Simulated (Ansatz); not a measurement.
Here is the system:

SrHg:
```yaml
crystal:
  lattice:
    - [3.92009, 0.00000, 0.00000]
    - [0.00000, 3.92009, 0.00000]
    - [0.00000, 0.00000, 3.92009]
  atoms:
    - { symbol: Hg, position: [0.00000, 0.00000, 0.00000] }
    - { symbol: Sr, position: [0.50000, 0.50000, 0.50000] }
```

This is the PBEsol-relaxed structure.

Q: All from DFT-PBEsol in the program Ansatz with PAW potentials, unless another level is named. Predict the density of states at the Fermi level.

A: 0.61 states/eV per atom (mean over ±0.08 eV).

Q: Give the formation energy from the elements (no fitted shifts).

A: -0.58 eV/atom.

Space group Pm-3m (CsCl type). The workflow started from an entry of the Crystallography Open Database (COD). Its standing as an ambient phase is unchecked. The PBEsol relaxation kept the symmetry of its start; its stability against distortions is not shown here. The references are the lowest solids computed at this level, not always the standard phases. Spin–orbit coupling is left out wherever it is not named.

Potentials: the later of the program's two PAW sets.
